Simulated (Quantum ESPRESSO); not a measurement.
**Band energies of AlBO3**

```
CELL_PARAMETERS angstrom
      2.25274     1.30062     4.63431
     -2.25274     1.30062     4.63431
      0.00000    -2.60124     4.63431
ATOMIC_POSITIONS crystal
  B  0.75000 0.75000 0.75000
  B  0.25000 0.25000 0.25000
  O  0.75000 0.44209 0.05791
  O  0.25000 0.55791 0.94209
  O  0.05791 0.75000 0.44209
  O  0.94209 0.25000 0.55791
  O  0.44209 0.05791 0.75000
  O  0.55791 0.94209 0.25000
  Al 0.50000 0.50000 0.50000
  Al 0.00000 0.00000 0.00000
```

norm-conserving LDA (Quantum ESPRESSO, 84 Ry, scalar-relativistic); path ΓLB1,BZΓX,QFP1Z,LP; energies in eV from the valence-band maximum.

| k (1/Å) | point | band 20 | band 21 | band 22 | band 23 | band 24 | band 25 | band 26 | band 27 |
|---|---|---|---|---|---|---|---|---|---|
| 0.00 | Γ | -1.09 | -1.09 | -0.87 | 0.00 | 0.00 | 5.96 | 6.12 | 8.22 |
| 0.21 |  | -1.31 | -1.14 | -0.79 | -0.23 | -0.04 | 6.00 | 6.46 | 7.99 |
| 0.42 |  | -1.62 | -1.28 | -0.77 | -0.54 | -0.13 | 6.19 | 7.20 | 7.50 |
| 0.63 |  | -1.57 | -1.43 | -1.06 | -0.41 | -0.21 | 6.42 | 7.01 | 8.09 |
| 0.84 | L | -1.49 | -1.36 | -1.36 | -0.28 | -0.28 | 6.65 | 6.65 | 9.04 |
| 1.04 |  | -1.62 | -1.23 | -1.23 | -0.28 | -0.28 | 6.74 | 6.74 | 9.00 |
| 1.24 |  | -1.83 | -1.05 | -1.05 | -0.31 | -0.31 | 6.91 | 6.91 | 8.96 |
| 1.45 | B1 | -1.91 | -1.01 | -1.01 | -0.45 | -0.45 | 6.99 | 6.99 | 9.10 |
| 1.45 | B | -1.91 | -1.01 | -1.01 | -0.45 | -0.45 | 6.99 | 6.99 | 9.10 |
| 1.64 |  | -1.85 | -1.17 | -1.17 | -0.62 | -0.62 | 6.87 | 6.87 | 9.29 |
| 1.84 |  | -2.05 | -1.17 | -1.17 | -0.66 | -0.66 | 6.60 | 6.60 | 9.20 |
| 2.04 |  | -2.20 | -0.86 | -0.86 | -0.63 | -0.63 | 6.33 | 6.33 | 8.93 |
| 2.23 | Z | -2.33 | -0.65 | -0.65 | -0.65 | -0.65 | 6.21 | 6.21 | 8.79 |
| 2.46 |  | -2.13 | -0.90 | -0.90 | -0.34 | -0.34 | 5.73 | 7.05 | 7.74 |
| 2.68 |  | -1.28 | -1.04 | -1.04 | -0.09 | -0.09 | 5.70 | 6.75 | 7.87 |
| 2.91 | Γ | -1.09 | -1.09 | -0.87 | 0.00 | 0.00 | 5.96 | 6.12 | 8.22 |
| 3.24 |  | -1.65 | -1.19 | -0.63 | -0.49 | -0.13 | 6.12 | 6.85 | 7.76 |
| 3.41 |  | -1.95 | -1.21 | -0.78 | -0.47 | -0.23 | 6.26 | 7.48 | 7.51 |
| 3.58 |  | -1.73 | -1.14 | -0.95 | -0.40 | -0.26 | 6.43 | 7.30 | 8.14 |
| 3.91 | X | -1.69 | -1.08 | -0.99 | -0.48 | -0.28 | 6.97 | 7.03 | 8.82 |
| 3.91 | Q | -1.69 | -1.08 | -0.99 | -0.48 | -0.28 | 6.97 | 7.03 | 8.82 |
| 4.11 |  | -1.82 | -1.10 | -0.97 | -0.65 | -0.42 | 6.74 | 7.47 | 9.10 |
| 4.30 | F | -1.75 | -1.11 | -0.93 | -0.77 | -0.49 | 6.62 | 7.70 | 9.16 |
| 4.30 | P1 | -1.60 | -1.28 | -0.93 | -0.78 | -0.49 | 6.54 | 7.40 | 9.32 |
| 4.47 |  | -1.60 | -1.51 | -1.05 | -0.77 | -0.59 | 6.53 | 7.04 | 9.29 |
| 4.64 |  | -2.00 | -1.25 | -0.93 | -0.75 | -0.61 | 6.43 | 6.62 | 9.12 |
| 4.98 | Z | -2.33 | -0.65 | -0.65 | -0.65 | -0.65 | 6.21 | 6.21 | 8.79 |
| 4.98 | L | -1.49 | -1.36 | -1.36 | -0.28 | -0.28 | 6.65 | 6.65 | 9.04 |
| 5.14 |  | -1.44 | -1.34 | -1.13 | -0.45 | -0.26 | 6.48 | 6.92 | 9.07 |
| 5.45 | P | -1.60 | -1.28 | -0.93 | -0.78 | -0.49 | 6.54 | 7.40 | 9.32 |

The LDA gap is 5.66 eV; at least one edge lies off the plotted path, at a point of the SCF mesh. The smallest direct gap is 5.79 eV.

Geometry of the Materials Project entry, not relaxed at this level.
